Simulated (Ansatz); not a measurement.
Data:

Starting cell, TiN (rock salt):

```yaml
crystal:
  lattice:
    - [0.00000, 2.11626, 2.11626]
    - [2.11626, 0.00000, 2.11626]
    - [2.11626, 2.11626, 0.00000]
  atoms:
    - { symbol: N, position: [0.00000, 0.00000, 0.00000] }
    - { symbol: Ti, position: [0.50000, 0.50000, 0.50000] }
```

In this cell atom 2 (Ti, nearest neighbour N at 2.116 Å; its periodic images, 3.0 Å or more away, move with it) is moved by s towards the nearest neighbour, unit vector (-1.000, 0.000, 0.000); all other atoms and the cell stay fixed.

All values below come from r2SCAN (plane waves to 500 eV, PAW, scalar-relativistic; Ansatz, an electronic-structure program). k mesh 15×15×15 (Γ-centred), Fermi-Dirac smearing 0.05 eV. Energies are smeared free energies. Left out: 2 of 11 points, with atoms too close for the PAW data. With partly filled bands, energies and forces of such displacements shift with the k mesh and the smearing. TiN is run without spin polarisation. TiN was relaxed with its symmetry unable to fall. The zero of ΔE is the undisplaced structure.

The scan covers s from -0.336 to 0.336 Å in 9 points.

**Question.** Is the energy the same for equal positive and negative displacements?

**Answer.** Even: the same for both signs. With its periodic images moving along, the atom's site symmetry in this cell is m-3m.

**Question.** What force acts on the atom along the line at s = -0.336 Å?

**Answer.** 4.51 eV/Å.

**Question.** What is the force constant k = d²E/ds² of this move at s = 0?

**Answer.** 11.0 eV/Å².

**Question.** With two atoms in the cell this is the zone-centre optical mode. What wavenumber follows?

**Answer.** 524 cm⁻¹.

(A displaced cell: forces are minus the slopes of the energy, force constants its curvatures, and phonons follow from these.)
